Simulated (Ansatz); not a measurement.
**Calculated core-electron binding energies for Ga₂HCl₃**

Cell: a COD entry (perhaps calculated rather than measured), ions relaxed with PBE at fixed cell; a hole's nearest image is 5.7 Å away.

Space group P2_1/c (No. 14); a = 5.7300, b = 6.7870, c = 14.8478 Å, β = 104.57°.

| site | Wyckoff | site symmetry | x | y | z |
| --- | --- | --- | --- | --- | --- |
| Ga1 | 4e | 1 | 0.9262 | 0.7668 | 0.9206 |
| Ga5 | 4e | 1 | 0.6487 | 0.6849 | 0.6464 |
| H9 | 4e | 1 | 0.8589 | 0.7958 | 0.0144 |
| Cl13 | 4e | 1 | 0.8098 | 0.4889 | 0.8435 |
| Cl17 | 4e | 1 | 0.3266 | 0.7795 | 0.9355 |
| Cl21 | 4e | 1 | 0.7812 | 0.9989 | 0.8128 |

One atom of each set is listed.

All values are calculated (Ansatz; DFT, PBE, plane waves and PAW, scalar-relativistic, 420 eV cutoff, Γ-centred 4×3×2 k-points, fixed occupations), not measured.

Each value is a total-energy difference between the cell with one core hole and the ground state (ΔSCF), counted from the top of the valence band. The cell with the hole is spin-polarised, as the shell with the hole is left with one unpaired spin. The periodic images are corrected with the calculated ε∞ = 3.82, 3.60, 3.80.

Ground-state potentials at the Ga nuclei, against atom 1:

| atom | first shell | ΔV (V) |
| --- | --- | --- |
| 1 | 1 H at 1.55 Å, 3 Cl at 2.22–2.25 Å | 0.00 |
| 5 | 1 H at 2.55 Å, 8 Cl at 2.96–3.70 Å; also 3 Ga at 4.02–4.07 Å, 1 Cl at 4.23 Å | -0.35 |

**Question.** The potential gives the initial-state shift. What are the full Ga 2p shifts against atom 1, with the screening of the hole?

**Answer.** atom 5: 0.19 eV (final-state part 0.55 eV).

The program doubts some values: the hole's higher moments are large; the potential far from the hole hasn't levelled off. Shifts between sites are good to a few tenths of an eV; absolute PBE values can be off by an eV or more. Multiplets, satellites and widths aren't calculated.

Hardware: 4 threads of Arm Neoverse V1 (aarch64; 8 cores open to the job, memory cap 8.0 GiB, no GPU), a shared host with a load of 0.6 a core. Wall time 7.3 min, CPU time 29 min, peak memory 2.4 GiB.
